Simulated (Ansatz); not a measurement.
Crystals of one structure type (cubic perovskite) and one family of elements, relaxed and computed with the program Ansatz at the r²SCAN level (PAW).

| crystal | V (Å³/atom) | B₀ by P(V) fit (GPa) |
|---|---|---|
| SrTiO3 | 11.93 | 189 |
| BaTiO3 | 12.74 | ? |
| BaHfO3 | 14.58 | 171 |
| BaZrO3 | 14.87 | 163 |

Q: Fit a straight line to ln B₀ against ln V and predict the withheld value.

A: Least squares on the 3 shown rows: ln B₀ = -0.60 × ln V + (6.731), with a scatter of 1 %. For BaTiO3 this gives 182. The run itself gave 181, within the scatter.

Not the usual ambient phase: BaTiO3, cubic perovskite. All cells were relaxed under the symmetry of their starts (and spin orders); stability against distortions was not tested throughout. Rows with no word on spin ran without spin polarisation. Spin–orbit coupling is left out wherever it is not named.

Potentials: the later of the program's two PAW sets.
